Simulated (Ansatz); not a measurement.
Li₃Au:
```yaml
crystal:
  lattice:
    - [0.00000, 3.12803, 3.12803]
    - [3.12803, 0.00000, 3.12803]
    - [3.12803, 3.12803, 0.00000]
  atoms:
    - { symbol: Li, position: [0.25000, 0.25000, 0.25000] }
    - { symbol: Li, position: [0.75000, 0.75000, 0.75000] }
    - { symbol: Li, position: [0.50000, 0.50000, 0.50000] }
    - { symbol: Au, position: [0.00000, 0.00000, 0.00000] }
```

Relaxed with r²SCAN. Special points in fractions of this cell's reciprocal vectors: Γ (0.000, 0.000, 0.000); X (0.500, 0.000, 0.500); U (0.625, 0.250, 0.625); K (0.375, 0.375, 0.750); L (0.500, 0.500, 0.500); W (0.500, 0.250, 0.750).

List the band energies nearest the Fermi level at these points for the program Ansatz at the r²SCAN level (PAW).

In eV from the Fermi level; about four levels below and three above (degenerate sets whole), none deeper than 8.9 eV; points with the same levels are listed once.

```tsv
k	below	above
Γ	-4.84 -4.84 -4.84 -4.45 -4.45	4.26 4.26 4.26
X	-4.33 -4.33 -4.28 -3.40 -1.51	0.06 0.06 4.25
U	-4.39 -3.74 -1.00 -0.72	0.82 5.15 7.67
L	-4.33 -4.33 -3.89 -2.30	3.16 3.16 4.99 4.99
W	-4.33 -3.65 -0.70 -0.70	0.05 6.25 8.15
```

Space group Fm-3m. The first step of the workflow began from a Materials Project structure, measured or hypothetical; the Crystallography Open Database files this formula in space group No. 225, but the cells were not matched. Whether it is the stable phase at ambient conditions was not checked. The cell was relaxed with r²SCAN under the symmetry of its start; whether a distortion lowers the energy is not shown. Scalar-relativistic: spin–orbit coupling is off unless named, which matters more the heavier the elements.

Potentials: the later of the program's two PAW sets.
